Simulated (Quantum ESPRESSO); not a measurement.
# Ru5MgAlTa: one run as intended and one with a planted mistake

Simulated, not a measurement. The program is pw.x of Quantum ESPRESSO 7.5 (plane-wave density functional theory). The cell is made up: eight metal atoms on a hexagonal close-packed lattice, with elements, volume, strain and displacements drawn at random and not relaxed, so it may be unstable or far from any real phase. PseudoDojo standard norm-conserving files set the functional (PBE unless stated); there is no spin polarisation or spin-orbit coupling, the Fermi-Dirac width of 0.25 eV means electrons at about 2900 K, and the masses in the input are unused placeholders. Heavy elements are run without spin-orbit coupling, which real alloys of them have. A spin test at this wide smearing found no moment, but such smearing suppresses magnetism that the real alloy may have.

Intended input:

```
&control calculation='scf', pseudo_dir='./dojo.nc.sr.pbe.v0_5.standard.upf', outdir='./o', disk_io='minimal', tprnfor=.true., tstress=.true. /
&system ibrav=0, nat=8, ntyp=4, nbnd=69, ecutwfc=84.00895049, nosym=.true., tot_charge=0,
 occupations='smearing', smearing='fd', degauss=0.0183746611
/
&electrons conv_thr=1.470e-08, electron_maxstep=70, mixing_beta=0.5 /
ATOMIC_SPECIES
Al 1.0 Al.upf
Mg 1.0 Mg.upf
Ru 1.0 Ru.upf
Ta 1.0 Ta.upf
CELL_PARAMETERS angstrom
2.7562 -0.021 0.0511
-0.0364 4.9312 0.0473
0.1691 0.0904 9.2638
ATOMIC_POSITIONS angstrom
Ru 0.0059 -0.0101 0.0214
Mg 0.0464 0.043 4.5914
Ru 0.0321 1.6493 2.3272
Ru 0.0854 1.6776 6.9286
Al 1.3857 2.4611 -0.0078
Ru 1.4407 2.516 4.8195
Ta 1.4228 4.283 2.5042
Ru 1.409 4.2162 7.1113
K_POINTS automatic
8 5 3 1 1 1
```

The log is shortened where brackets say so; the opening notice, blank lines, dates and the lines on written files are dropped, and the path of the files is cut. It prints rydbergs, bohrs and kilobars, and counts compression as positive stress. Its total energy is the free energy E - TS of the whole cell.

Log of the intended run:

```
     Program PWSCF v.7.5
     Parallel version (MPI & OpenMP), running on       4 processor cores
     Number of MPI processes:                 4
     Threads/MPI process:                     1
     [start-up lines left out]
     bravais-lattice index     =            0
     lattice parameter (alat)  =       5.2095  a.u.
     unit-cell volume          =     849.2506 (a.u.)^3
     number of atoms/cell      =            8
     number of atomic types    =            4
     number of electrons       =       106.00
     number of Kohn-Sham states=           69
     kinetic-energy cutoff     =      84.0090  Ry
     charge density cutoff     =     336.0358  Ry
     scf convergence threshold =      1.5E-08
     mixing beta               =       0.5000
     number of iterations used =            8  plain     mixing
     Exchange-correlation= PBE
                           (   1   4   3   4   0   0   0)
     [axes and pseudopotential details left out]
   Cartesian axes
     site n.     atom                  positions (alat units)
         1        Ru     tau(   1) = (   0.0021402  -0.0036637   0.0077628  )
         2        Mg     tau(   2) = (   0.0168314   0.0155981   1.6655097  )
         3        Ru     tau(   3) = (   0.0116441   0.5982762   0.8441813  )
         4        Ru     tau(   4) = (   0.0309785   0.6085419   2.5133185  )
         5        Al     tau(   5) = (   0.5026565   0.8927530  -0.0028294  )
         6        Ru     tau(   6) = (   0.5226075   0.9126677   1.7482520  )
         7        Ta     tau(   7) = (   0.5161143   1.5536390   0.9083873  )
         8        Ru     tau(   8) = (   0.5111084   1.5294076   2.5795921  )
     number of k points=    60  Fermi-Dirac smearing, width (Ry)=  0.0184
                       cart. coord. in units 2pi/alat
        k(    1) = (   0.0620501   0.0559027   0.0479191), wk =   0.0333333
        k(    2) = (   0.0657445   0.0578337  -0.1505562), wk =   0.0333333
     [further k points left out]
     Dense  grid:    88281 G-vectors     FFT dimensions: (  32,  60, 108)
     Estimated max dynamical RAM per process >     331.66 MB
     Estimated total dynamical RAM >       1.23 GB
     Initial potential from superposition of free atoms
     starting charge     105.9920, renormalised to     106.0000
     Starting wfcs are   69 randomized atomic wfcs
     total cpu time spent up to now is        4.2 secs
     per-process dynamical memory:   265.0 Mb
     Self-consistent Calculation
     iteration #  1     ecut=    84.01 Ry     beta= 0.50
     Davidson diagonalization with overlap
     ethr =  1.00E-02,  avg # of iterations =  6.0
     total cpu time spent up to now is       14.8 secs
     total energy              =   -1263.23232785 Ry
     estimated scf accuracy    <       2.22745753 Ry
     iteration #  2     ecut=    84.01 Ry     beta= 0.50
     Davidson diagonalization with overlap
     ethr =  2.10E-03,  avg # of iterations =  4.5
     total cpu time spent up to now is       25.1 secs
     total energy              =   -1260.39420957 Ry
     estimated scf accuracy    <      90.73625810 Ry
     [iterations 3 to 16 left out]
     iteration # 17     ecut=    84.01 Ry     beta= 0.50
     Davidson diagonalization with overlap
     ethr =  2.46E-10,  avg # of iterations =  1.0
     total cpu time spent up to now is      142.7 secs
     total energy              =   -1264.44070067 Ry
     estimated scf accuracy    <       0.00000028 Ry
     iteration # 18     ecut=    84.01 Ry     beta= 0.50
     Davidson diagonalization with overlap
     ethr =  2.46E-10,  avg # of iterations =  1.0
     total cpu time spent up to now is      149.8 secs
     End of self-consistent calculation
     [lines on levels left out]
!    total energy              =   -1264.44070069 Ry
     estimated scf accuracy    <          7.6E-09 Ry
     smearing contrib. (-TS)   =      -0.12921434 Ry
     internal energy E=F+TS    =   -1264.31148634 Ry
     The total energy is F=E-TS. E is the sum of the following terms:
     one-electron contribution =    -433.19414041 Ry
     hartree contribution      =     269.22538895 Ry
     xc contribution           =    -218.08171988 Ry
     ewald contribution        =    -882.26101500 Ry
     convergence has been achieved in  18 iterations
     Forces acting on atoms (cartesian axes, Ry/au):
     atom    1 type  3   force =    -0.01116706   -0.00521262   -0.01288132
     atom    2 type  2   force =     0.00275734    0.02373596    0.10842903
     atom    3 type  3   force =     0.00188431    0.04668387    0.01120060
     atom    4 type  3   force =    -0.00532121    0.00506315    0.00881323
     atom    5 type  1   force =    -0.00090388   -0.01310186    0.00078294
     atom    6 type  3   force =     0.00179964    0.01886116   -0.01807976
     atom    7 type  4   force =    -0.00197707   -0.06963974   -0.11389012
     atom    8 type  3   force =     0.01292795   -0.00638991    0.01562540
     Total force =     0.184990     Total SCF correction =     0.000353
     Computing stress (Cartesian axis) and pressure
          total   stress  (Ry/bohr**3)                   (kbar)     P=      -80.24
   0.00010916   0.00001481  -0.00011290           16.06        2.18      -16.61
   0.00001481  -0.00110698   0.00023773            2.18     -162.84       34.97
  -0.00011290   0.00023773  -0.00063846          -16.61       34.97      -93.92
     init_run     :      4.02s CPU      4.15s WALL (       1 calls)
     electrons    :    145.31s CPU    145.61s WALL (       1 calls)
     forces       :      1.30s CPU      1.31s WALL (       1 calls)
     stress       :      4.51s CPU      4.52s WALL (       1 calls)
     [timing details left out]
     PWSCF        :   2m35.24s CPU   2m35.69s WALL
     JOB DONE.
```

A second run has one planted mistake: one coordinate of one atom is wrong. The input lines that differ:

```
- Al 1.3857 2.4611 -0.0078
+ Al 1.2257 2.4611 -0.0078
```

Its log:

```
     Program PWSCF v.7.5
     Parallel version (MPI & OpenMP), running on       4 processor cores
     Number of MPI processes:                 4
     Threads/MPI process:                     1
     [start-up lines left out]
     bravais-lattice index     =            0
     lattice parameter (alat)  =       5.2095  a.u.
     unit-cell volume          =     849.2506 (a.u.)^3
     number of atoms/cell      =            8
     number of atomic types    =            4
     number of electrons       =       106.00
     number of Kohn-Sham states=           69
     kinetic-energy cutoff     =      84.0090  Ry
     charge density cutoff     =     336.0358  Ry
     scf convergence threshold =      1.5E-08
     mixing beta               =       0.5000
     number of iterations used =            8  plain     mixing
     Exchange-correlation= PBE
                           (   1   4   3   4   0   0   0)
     [axes and pseudopotential details left out]
   Cartesian axes
     site n.     atom                  positions (alat units)
         1        Ru     tau(   1) = (   0.0021402  -0.0036637   0.0077628  )
         2        Mg     tau(   2) = (   0.0168314   0.0155981   1.6655097  )
         3        Ru     tau(   3) = (   0.0116441   0.5982762   0.8441813  )
         4        Ru     tau(   4) = (   0.0309785   0.6085419   2.5133185  )
         5        Al     tau(   5) = (   0.4446172   0.8927530  -0.0028294  )
         6        Ru     tau(   6) = (   0.5226075   0.9126677   1.7482520  )
         7        Ta     tau(   7) = (   0.5161143   1.5536390   0.9083873  )
         8        Ru     tau(   8) = (   0.5111084   1.5294076   2.5795921  )
     number of k points=    60  Fermi-Dirac smearing, width (Ry)=  0.0184
                       cart. coord. in units 2pi/alat
        k(    1) = (   0.0620501   0.0559027   0.0479191), wk =   0.0333333
        k(    2) = (   0.0657445   0.0578337  -0.1505562), wk =   0.0333333
     [further k points left out]
     Dense  grid:    88281 G-vectors     FFT dimensions: (  32,  60, 108)
     Estimated max dynamical RAM per process >     331.66 MB
     Estimated total dynamical RAM >       1.23 GB
     Initial potential from superposition of free atoms
     starting charge     105.9920, renormalised to     106.0000
     Starting wfcs are   69 randomized atomic wfcs
     total cpu time spent up to now is        4.3 secs
     per-process dynamical memory:   265.0 Mb
     Self-consistent Calculation
     iteration #  1     ecut=    84.01 Ry     beta= 0.50
     Davidson diagonalization with overlap
     ethr =  1.00E-02,  avg # of iterations =  6.0
     total cpu time spent up to now is       15.4 secs
     total energy              =   -1263.22040284 Ry
     estimated scf accuracy    <       2.24104825 Ry
     iteration #  2     ecut=    84.01 Ry     beta= 0.50
     Davidson diagonalization with overlap
     ethr =  2.11E-03,  avg # of iterations =  4.7
     total cpu time spent up to now is       26.2 secs
     total energy              =   -1260.35462075 Ry
     estimated scf accuracy    <      92.13840169 Ry
     [iterations 3 to 16 left out]
     iteration # 17     ecut=    84.01 Ry     beta= 0.50
     Davidson diagonalization with overlap
     ethr =  4.54E-10,  avg # of iterations =  1.0
     total cpu time spent up to now is      148.7 secs
     total energy              =   -1264.43921952 Ry
     estimated scf accuracy    <       0.00000014 Ry
     iteration # 18     ecut=    84.01 Ry     beta= 0.50
     Davidson diagonalization with overlap
     ethr =  1.32E-10,  avg # of iterations =  1.0
     total cpu time spent up to now is      156.0 secs
     End of self-consistent calculation
     [lines on levels left out]
!    total energy              =   -1264.43921953 Ry
     estimated scf accuracy    <          7.7E-09 Ry
     smearing contrib. (-TS)   =      -0.12925688 Ry
     internal energy E=F+TS    =   -1264.30996265 Ry
     The total energy is F=E-TS. E is the sum of the following terms:
     one-electron contribution =    -433.21764092 Ry
     hartree contribution      =     269.23554108 Ry
     xc contribution           =    -218.08414462 Ry
     ewald contribution        =    -882.24371819 Ry
     convergence has been achieved in  18 iterations
     Forces acting on atoms (cartesian axes, Ry/au):
     atom    1 type  3   force =    -0.01729970   -0.00587131   -0.01300558
     atom    2 type  2   force =     0.00304596    0.02373077    0.10844781
     atom    3 type  3   force =    -0.00048648    0.04593426    0.01346200
     atom    4 type  3   force =    -0.00807065    0.00554691    0.00969472
     atom    5 type  1   force =     0.01064869   -0.01195282   -0.00160208
     atom    6 type  3   force =     0.00138600    0.01883790   -0.01791948
     atom    7 type  4   force =    -0.00256709   -0.07001264   -0.11429546
     atom    8 type  3   force =     0.01334327   -0.00621308    0.01521807
     Total force =     0.186210     Total SCF correction =     0.000298
     Computing stress (Cartesian axis) and pressure
          total   stress  (Ry/bohr**3)                   (kbar)     P=      -79.11
   0.00011231   0.00003073  -0.00011600           16.52        4.52      -17.06
   0.00003073  -0.00109529   0.00022923            4.52     -161.12       33.72
  -0.00011600   0.00022923  -0.00063040          -17.06       33.72      -92.73
     init_run     :      4.04s CPU      4.17s WALL (       1 calls)
     electrons    :    148.62s CPU    151.75s WALL (       1 calls)
     forces       :      1.29s CPU      1.30s WALL (       1 calls)
     stress       :      4.61s CPU      4.61s WALL (       1 calls)
     [timing details left out]
     PWSCF        :   2m38.65s CPU   2m41.96s WALL
     JOB DONE.
```

|  | intended run | run with the mistake |
| --- | --- | --- |
| free energy (eV) | -17203.592 | -17203.572 |
| entropy term -TS, part of it (eV) | -1.758 | -1.759 |
| pressure (GPa) | -8.02 | -7.91 |
| size of the largest force component (eV/Å) | 2.928 | 2.939 |
| largest change of a force component (eV/Å) |  | 0.297 |
| iterations | 18 | 18 |

For scale, a rerun of the intended cell at a higher cutoff and on a denser mesh moved values by no more than 0.008 eV in energy, 0.20 GPa in stress and 0.009 eV/Å in force, and a second program with other atomic files agreed on that cell to 2 % rms in force and 0.5 GPa in pressure.